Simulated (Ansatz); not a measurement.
AlNi (CsCl type, space group No. 221) under volume change, plane-wave PAW r²SCAN (Ansatz code), scaled uniformly.

| V (Å³/atom) | E − E(relaxed) (meV/atom) | P (GPa) |
|---|---|---|
| 10.684 | 61.9 | 20.40 |
| 11.036 | 26.0 | 12.48 |
| 11.388 | 6.1 | 5.74 |
| 11.740 | 0.0 | -0.01 |
| 12.092 | 5.5 | -4.91 |
| 12.445 | 21.1 | -9.09 |
| 12.797 | 45.1 | -12.66 |

Q: What does a third-order Birch–Murnaghan fit give for V₀, B₀ and B′?

A: V₀ = 11.74 Å³/atom, B₀ = 177 GPa, B′ = 4.3.

Space group Pm-3m (CsCl type). The r²SCAN relaxation kept the symmetry of its start. The workflow began spin-polarised and lost its moments.

Potentials: the earlier of the program's two PAW sets.
